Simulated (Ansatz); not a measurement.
MgAl₃N₃O:
```yaml
crystal:
  lattice:
    - [5.04020, 0.00000, 0.00000]
    - [0.00000, 3.14731, 0.00000]
    - [-0.01058, 0.00000, 5.48235]
  atoms:
    - { symbol: Mg, position: [0.48974, 0.00000, 0.33403] }
    - { symbol: Al, position: [0.01513, 0.50000, 0.15426] }
    - { symbol: O, position: [0.90552, 0.00000, 0.33403] }
    - { symbol: N, position: [0.37015, 0.50000, 0.15098] }
    - { symbol: Al, position: [0.48683, 0.50000, 0.83586] }
    - { symbol: Al, position: [0.00751, 0.00000, 0.67784] }
    - { symbol: N, position: [0.87262, 0.50000, 0.83108] }
    - { symbol: N, position: [0.37249, 0.00000, 0.68193] }
```

Relaxed with r²SCAN. Independent-particle spectrum: no excitons, no local fields, no scissors shift; 0.1 eV broadening; ε₁ of the summed bands alone.

Task: Tabulate the dielectric function from plane-wave PAW r²SCAN (Ansatz code).

Result: 

```csv
E (eV),ε₁ xx,ε₂ xx,ε₁ yy,ε₂ yy,ε₁ zz,ε₂ zz
0.0,4.03,0.00,3.78,0.00,3.79,0.00
0.3,4.03,0.00,3.79,0.00,3.79,0.00
0.6,4.04,0.00,3.80,0.00,3.80,0.00
0.9,4.07,0.00,3.82,0.00,3.82,0.00
1.2,4.10,0.00,3.85,0.00,3.85,0.00
1.5,4.14,0.00,3.88,0.00,3.88,0.00
1.8,4.19,0.00,3.94,0.00,3.93,0.00
2.1,4.26,0.00,4.01,0.00,4.00,0.00
2.4,4.35,0.00,4.16,0.01,4.08,0.00
2.7,4.46,0.00,4.22,0.20,4.23,0.01
3.0,4.61,0.01,4.21,0.26,4.38,0.23
3.3,4.82,0.03,4.22,0.28,4.33,0.34
3.6,5.24,0.19,4.28,0.29,4.33,0.38
3.9,5.25,0.64,4.36,0.36,4.35,0.39
4.2,5.20,0.79,4.41,0.37,4.42,0.36
4.5,5.21,0.87,4.52,0.36,4.56,0.33
4.8,5.34,0.89,4.69,0.34,4.79,0.32
5.1,5.62,0.99,4.98,0.41,5.09,0.44
5.4,5.92,1.30,5.20,0.60,5.32,0.60
5.7,6.12,1.49,5.39,0.69,5.63,0.86
6.0,6.83,1.76,5.79,0.72,5.93,1.00
6.3,7.59,3.26,6.66,1.24,6.41,1.56
6.6,6.53,4.80,6.94,2.34,6.77,2.00
6.9,5.80,5.37,6.75,3.31,7.65,3.54
7.2,4.66,5.77,6.51,3.83,6.29,5.51
7.5,3.85,5.75,5.95,4.96,4.48,5.90
7.8,3.33,5.48,5.27,5.54,3.54,4.99
8.1,2.46,5.96,3.72,5.94,3.07,4.01
8.4,1.89,5.43,3.32,5.53,4.39,4.01
8.7,0.75,4.73,2.23,5.79,4.04,6.16
9.0,0.99,3.59,1.59,4.89,1.49,6.09
9.3,2.21,3.23,1.79,4.00,0.85,4.52
9.6,2.04,4.46,1.71,4.53,1.04,3.83
9.9,1.19,3.92,1.27,3.88,1.49,3.32
10.2,1.30,3.48,1.48,3.33,1.58,3.11
10.5,2.13,4.27,2.23,4.13,2.39,3.23
10.8,0.81,4.51,1.44,4.08,2.49,4.01
11.1,0.44,3.89,1.33,4.08,1.45,4.87
11.4,0.30,3.21,0.65,3.68,0.79,3.80
11.7,0.89,3.11,1.39,3.15,1.28,4.00
12.0,1.64,3.46,2.01,4.01,1.20,3.59
```

With all bands, ε∞ without local fields is 4.14 (xx), 3.90 (yy), 3.90 (zz).

Space group Pm. The start of the workflow was typed in or built on a structure type; neither database checked (COD, Materials Project) lists it. Whether it is the stable phase at ambient conditions was not checked. Symmetry was held in the r²SCAN relaxation; whether a distortion lowers the energy is not shown.

Potentials: the earlier of the program's two PAW sets.
